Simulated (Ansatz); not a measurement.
Zr:
```xyz
2
Lattice="3.1830 0.0000 0.0000 -1.5915 2.7565 0.0000 0.0000 0.0000 5.1156" Properties=species:S:1:pos:R:3 pbc="T T T"
Zr     0.0000     1.8377     3.8367
Zr     1.5915     0.9188     1.2789
```

Relaxed with PBE+D3(BJ). Special points in fractions of this cell's reciprocal vectors: Γ (0.000, 0.000, 0.000); M (0.500, 0.000, 0.000); K (0.333, 0.333, 0.000); A (0.000, 0.000, 0.500); L (0.500, 0.000, 0.500); H (0.333, 0.333, 0.500).

Q: List the band energies nearest the Fermi level at these points for the program Ansatz at the PBE+D3(BJ) level (PAW).

A: In eV from the Fermi level; about four levels below and three above (degenerate sets whole), none deeper than 8.9 eV; points with the same levels are listed once.

```
k                    below                above
-  -----------------------  -------------------
Γ              -5.73 -3.15       0.86 0.86 0.93
M  -2.72 -2.57 -2.28 -0.12       0.57 0.76 1.46
K  -2.23 -1.36 -1.36 -1.15       0.24 0.24 1.82
A  -4.00 -4.00 -0.02 -0.02  0.78 0.78 0.78 0.78
L  -2.99 -2.99 -1.17 -1.17  1.76 1.76 2.30 2.30
H  -1.33 -1.33 -0.01 -0.01  2.06 2.06 4.58 4.58
```

Space group P6_3/mmc (hcp (Mg type)). The PBE+D3(BJ) relaxation kept the symmetry of its start. The run is not spin-polarised. The pairwise dispersion correction was not fitted to metals. Spin–orbit coupling is left out wherever it is not named.

Potentials: the later of the program's two PAW sets.
